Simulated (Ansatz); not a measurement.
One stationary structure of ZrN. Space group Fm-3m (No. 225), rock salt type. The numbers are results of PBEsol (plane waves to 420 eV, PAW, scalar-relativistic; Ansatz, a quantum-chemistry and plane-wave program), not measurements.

Space group Fm-3m (No. 225); a = b = c = 4.552 Å, α = β = γ = 90.00°

```csv
atom,site,symmetry,x,y,z
N,4a,m-3m,0.0000,0.0000,0.0000
Zr,4b,m-3m,0.5000,0.5000,0.5000
```
(The calculation used a cell of 2 atoms; values per cell refer to that cell.)

```json
{
  "volume_per_atom": "11.79 Å³",
  "band_gap": "no gap (metallic)",
  "shortest_distances": "N–Zr 2.28 Å; N–N 3.22 Å; Zr–Zr 3.22 Å",
  "k-mesh": "18×18×18"
}
```

Band energies at high-symmetry points (eV from the Fermi level; labels of this space group; no spin-orbit coupling), from −5 eV up to 1.3 eV:

```
point                             energies
-----  -----------------------------------
Γ      -2.65 -2.65 -2.65 -0.41 -0.41 -0.41
X                  -4.52 -3.60 -3.14 -3.14
U                        -4.73 -4.49 -0.72
K                        -4.73 -4.49 -0.72
L                                        –
W                    -4.75 -4.75 1.06 1.06
```

No spin polarisation in the result. The relaxed primitive cell holds an odd number of electrons. A magnetic state may lie lower.

The run could not lose the symmetry of its start; a randomly shaken copy of 4 atoms returns to this structure.

All atoms sit on sites fixed by symmetry, so only the cell could relax.
